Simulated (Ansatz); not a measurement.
GaAs:
```
GaAs
1.0
    4.08101     0.00000     0.00000
   -2.04050     3.53426     0.00000
    0.00000     0.00000     8.93649
Ga As
3 3
Direct
  0.50022   0.00000   0.66667
  0.00000   0.50022   0.33333
  0.49978   0.49978   0.00000
  0.50011   0.00000   0.16667
  0.00000   0.50011   0.83333
  0.49989   0.49989   0.50000
```

Relaxed with PBE. Special points in fractions of this cell's reciprocal vectors: Γ (0.000, 0.000, 0.000); M (0.500, 0.000, 0.000); K (0.333, 0.333, 0.000); A (0.000, 0.000, 0.500); L (0.500, 0.000, 0.500); H (0.333, 0.333, 0.500).

Problem. List the band energies nearest the Fermi level at these points for PBE (plane waves, PAW; program Ansatz).

Solution. In eV from the Fermi level; about four levels below and three above (degenerate sets whole), none deeper than 8.9 eV; points with the same levels are listed once.

```json
[
 {"k": "Γ", "below": "-0.90 -0.74 -0.74 -0.51", "above": "0.08 1.46 1.46"},
 {"k": "M", "below": "-2.58 -1.92 -1.73 -1.65", "above": "0.32 0.60 1.53"},
 {"k": "K", "below": "-2.26 -1.71 -1.71 -0.21", "above": "2.17 2.17 4.61 4.61"},
 {"k": "A", "below": "-0.71 -0.63 -0.63 -0.41", "above": "1.37 1.37 1.41"},
 {"k": "L", "below": "-2.51 -2.40 -2.06 -1.81", "above": "0.92 1.42 2.40"},
 {"k": "H", "below": "-3.79 -3.79 -2.13 -1.42", "above": "2.27 2.27 2.29"}
]
```

Space group P6_222. The start of the workflow was typed in or built on a structure type; neither database checked (COD, Materials Project) lists it. It is not the phase usual at ambient conditions (space group No. 216). The cell was relaxed with PBE under the symmetry of its start; its stability against distortions is not shown here. Point labels and valley counts follow the cell and symmetry of the run, lower than the named group. The Fermi level of a semimetal is unsure by some 0.05 eV on such meshes. Scalar-relativistic: spin–orbit coupling is off unless named, which matters more the heavier the elements.

Potentials: the later of the program's two PAW sets.
